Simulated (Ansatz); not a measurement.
Input:

Te2Os:
```
Te2Os
1.0
    6.35911     0.00000     0.00000
    0.00000     6.35911     0.00000
    0.00000     0.00000     6.35911
Te Os
8 4
Direct
  0.37183   0.37183   0.37183
  0.12817   0.62817   0.87183
  0.87183   0.12817   0.62817
  0.62817   0.87183   0.12817
  0.62817   0.62817   0.62817
  0.87183   0.37183   0.12817
  0.12817   0.87183   0.37183
  0.37183   0.12817   0.87183
  0.00000   0.00000   0.00000
  0.50000   0.00000   0.50000
  0.50000   0.50000   0.00000
  0.00000   0.50000   0.50000
```

This is the LDA-relaxed structure.

Q: All from plane-wave PAW LDA (Ansatz code), unless another level is named. Estimate the electronic character.

A: metallic (no gap).

Q: Next, the density of states at the Fermi level?

A: 0.06 states/eV per atom (mean over ±0.08 eV).

Q: Predict the formation energy from the elements (no fitted shifts).

A: -109 meV/atom.

Space group Pa-3. The workflow started from an entry of the Crystallography Open Database (COD). Its standing as an ambient phase is unchecked. Symmetry was held in the LDA relaxation; of distortions, only those at the zone centre were tested. The run is not spin-polarised. The references are the lowest solids computed at this level, not always the standard phases. Spin–orbit coupling is left out wherever it is not named.

Potentials: the later of the program's two PAW sets.
